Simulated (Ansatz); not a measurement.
Relaxed-ion elastic tensor of ReW (CsCl type, space group No. 221) in GPa (Voigt order), plane-wave PAW r²SCAN (Ansatz code); density 20.02 g/cm³, 15.35 Å³ per atom.

```csv
,1,2,3,4,5,6
1,517,269,269,0.0,0.0,0.0
2,269,517,269,0.0,0.0,0.0
3,269,269,517,0.0,0.0,0.0
4,0.0,0.0,0.0,182,0.0,0.0
5,0.0,0.0,0.0,0.0,182,0.0
6,0.0,0.0,0.0,0.0,0.0,182
```

Task: Is the crystal mechanically stable?

Result: Yes: the smallest eigenvalue of C is 182 GPa.

Task: Work out the Voigt, Reuss and Hill averages.

Result: K_V = 352, K_R = 352, K_H = 352; G_V = 159, G_R = 153, G_H = 156 GPa.

Task: Give Young's modulus, Poisson's ratio, Pugh's ratio and the universal anisotropy index.

Result: E = 9KG/(3K + G) = 408 GPa; ν = 0.31; K/G = 2.25 (ductile by the Pugh limit of 1.75); A_U = 5G_V/G_R + K_V/K_R − 6 = 0.18.

Task: Estimate the sound speeds and the Debye temperature.

Result: v_l = √((K + 4G/3)/ρ) = 5290 m/s, v_t = √(G/ρ) = 2790 m/s, mean 3120 m/s; Θ = (h/k)(3n/4πV)^(1/3) v_m = 374 K.

Task: Give the Zener ratio and Young's modulus along [100], [110] and [111].

Result: A = 2C44/(C11 − C12) = 1.47; 1/E = S11 − 2(S11 − S12 − S44/2)Γ with Γ = 0, 1/4, 1/3 gives 333, 424, 466 GPa.

Task: Solve the Christoffel equation for the three sound speeds along [100], [110], [111].

Result: Eigenvalues of C_ijkl n_j n_l equal ρv². In km/s, slowest first: [100] 3.02, 3.02, 5.08; [110] 2.49, 3.02, 5.36; [111] 2.68, 2.68, 5.45.

Space group Pm-3m (CsCl type). A made-up cell: these elements were put on the sites of a structure type; neither database checked (COD, Materials Project) lists it. Its standing as an ambient phase is unchecked. The r²SCAN relaxation kept the symmetry of its start; whether a distortion lowers the energy is not shown. No spin polarisation was allowed. As this level gives no gap, shear constants depend on the k-mesh and smearing (Fermi–Dirac, 0.1 eV here). Spin–orbit coupling is left out wherever it is not named.

Potentials: the earlier of the program's two PAW sets.
